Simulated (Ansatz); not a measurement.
BN:
```cif
data_B4N4
_chemical_formula_sum 'B4 N4'
_space_group_name_H-M_alt 'P63/mmc'
_space_group_IT_number 194
_space_group_name_Hall '-P 6c 2c'
_cell_length_a 2.49821
_cell_length_b 2.49821
_cell_length_c 13.74279
_cell_angle_alpha 90.000
_cell_angle_beta 90.000
_cell_angle_gamma 120.000
loop_
_atom_site_label
_atom_site_type_symbol
_atom_site_symmetry_multiplicity
_atom_site_Wyckoff_symbol
_atom_site_fract_x
_atom_site_fract_y
_atom_site_fract_z
_atom_site_occupancy
B1 B 4 f 0.33333 0.66667 0.12020 1
N1 N 4 f 0.66667 0.33333 0.12026 1
```

Relaxed at zero pressure with r²SCAN+D4 (plane waves, PAW; program Ansatz).

Question: The volume is raised by 3 % and shape and atoms relax at that volume. What pressure results, and how do the axes share the change?

Answer: -0.7 GPa; a 0.1 %, b 0.1 %, c 2.9 %; the energy rises by 1 meV/atom.

Question: Give the new structure.

Answer: 
Space group P6₃/mmc (No. 194); a = b = 2.500 Å, c = 14.135 Å, α = β = 90.00°, γ = 120.00°

| atom | site | symmetry | x | y | z |
|---|---|---|---|---|---|
| B | 4f | 3m. | 0.3333 | 0.6667 | 0.1197 |
| N | 4f | 3m. | 0.6667 | 0.3333 | 0.1198 |

The phase is kept; no other phase was compared at this pressure.

Space group P6_3/mmc. A made-up cell: these elements were put on the sites of a structure type. Its sites differ from those of the usual phase in this space group: another stacking or structure type. The cell was relaxed with r²SCAN+D4 under the symmetry of its start; phonons on a q-mesh show weakly imaginary modes. The volume moved by 56 % from the start of the relaxation.

Potentials: the later of the program's two PAW sets.
